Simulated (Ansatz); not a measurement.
BaTe (rock salt, space group No. 225) under volume change, LDA in the plane-wave PAW code Ansatz, scaled uniformly.

```tsv
V (Å³/atom)	E − E(relaxed) (meV/atom)	P (GPa)
36.824	42.7	4.10
38.038	17.9	2.50
39.252	4.2	1.15
40.466	0.0	0.00
41.680	3.8	-0.98
42.894	14.5	-1.81
44.108	30.9	-2.52
```

What does a third-order Birch–Murnaghan fit give for V₀, B₀ and B′?

V₀ = 40.46 Å³/atom, B₀ = 35.3 GPa, B′ = 4.4.

Space group Fm-3m (rock salt). The LDA relaxation kept the symmetry of its start; of distortions, only those at the zone centre were tested. Spin–orbit coupling is left out wherever it is not named.

Potentials: the later of the program's two PAW sets.
